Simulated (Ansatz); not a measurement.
SrLa$_{2}$S$_{4}$:
Space group I-42d (No. 122); a = b = 8.606 Å, c = 8.577 Å, α = β = γ = 90.00°

```json
[
 {"atom": "Sr", "site": "4b", "symmetry": "-4..", "x": "0.0000", "y": "0.0000", "z": "0.5000"},
 {"atom": "La", "site": "8d", "symmetry": ".2.", "x": "0.1294", "y": "0.2500", "z": "0.1250"},
 {"atom": "S", "site": "16e", "symmetry": "1", "x": "0.1718", "y": "0.5773", "z": "0.0533"}
]
```
(The calculation used a cell of 14 atoms; values per cell refer to that cell.)

Relaxed with LDA.

Task: Give the optical modes at the zone centre with their infrared activity from DFPT, the program Ansatz at the LDA level (PAW).

Result: Transverse frequencies, without the LO–TO term; a row sums one degenerate level.

```tsv
ω (cm⁻¹)	degeneracy	IR ((D/Å)²/amu)	activity
94	1	0.00	IR-inactive
95	1	0.05	IR
95	2	0.56	IR
102	1	0.00	IR-inactive
104	1	0.00	IR-inactive
114	2	1.34	IR
130	1	0.00	IR-inactive
135	1	0.00	IR-inactive
138	2	0.45	IR
147	2	2.79	IR
147	1	4.15	IR
178	1	0.13	IR
185	2	21.84	IR
186	1	0.00	IR-inactive
189	2	10.80	IR
190	1	0.00	IR-inactive
197	2	72.69	IR
204	1	49.34	IR
217	1	0.00	IR-inactive
220	2	0.10	IR
225	1	2.45	IR
232	2	0.02	IR
240	1	0.00	IR-inactive
247	1	0.00	IR-inactive
256	1	0.00	IR-inactive
259	1	0.00	IR-inactive
270	1	0.00	IR-inactive
280	2	0.25	IR
285	1	0.00	IR-inactive
```

Task: How high does the top mode go among those that the LO–TO term moves?

Result: 292 cm⁻¹ for q along x, 292 cm⁻¹ for q along y, 299 cm⁻¹ for q along z.

The first step of the workflow began from a Materials Project structure, measured or hypothetical; the Crystallography Open Database copy checked does not list it. Its standing as an ambient phase is unchecked. The LDA relaxation kept the symmetry of its start; of distortions, only those at the zone centre were tested. Scalar-relativistic: spin–orbit coupling is off unless named, which matters more the heavier the elements.

Potentials: the later of the program's two PAW sets.
